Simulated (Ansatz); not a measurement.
# Electric field gradients in MoS₂

The cell is an entry of the Crystallography Open Database (COD) whose atoms were relaxed with PBE, the cell held.

Space group P6_3/mmc (No. 194); a = 3.1690, c = 12.3240 Å, γ = 120.00°.

| site | Wyckoff | site symmetry | x | y | z |
| --- | --- | --- | --- | --- | --- |
| Mo | 2c | -6m2 | 0.3333 | 0.6667 | 0.2500 |
| S | 4f | 3m. | 0.3333 | 0.6667 | 0.6233 |

One atom of each set is listed.

The numbers come from a DFT calculation in Ansatz (r2SCAN, plane waves and PAW, scalar-relativistic, collinear spin, 500 eV cutoff, Γ-centred 11×11×3 k-points, Fermi–Dirac smearing 0.02 eV). Start moments as typed (μB): 2 on each Mo, none on the rest.

C_Q = eQV_zz/h, which is 24.18 MHz for Q = 1 b and V_zz = 10²¹ V/m²; η = (V_xx − V_yy)/V_zz.

95Mo: I = 5/2, Q = -22.00 mb; ³³S: I = 3/2, Q = -69.40 mb. Nuclear quadrupole moments: year-2017 set (Pyykkö).

| site | atoms | first shell | V_xx, V_yy, V_zz (10²¹ V/m²) | η | C_Q (MHz) |
| --- | --- | --- | --- | --- | --- |
| Mo | 2 | 6 S at 2.41 Å | 3.85, 3.85, -7.71 | 0.00 | 4.10 |
| S | 4 | 3 Mo at 2.41 Å | 2.69, 2.69, -5.38 | 0.00 | 9.03 |

An axis of threefold or higher order runs through Mo and S, so V_zz lies along it and η is zero.

The program didn't check the stability of this electronic state in full, so a lower one may lie near. Without spin–orbit coupling (the program notes it for Mo) the gradients can shift somewhat, as the gap is small. The start moments die out, and the run ends without spin.
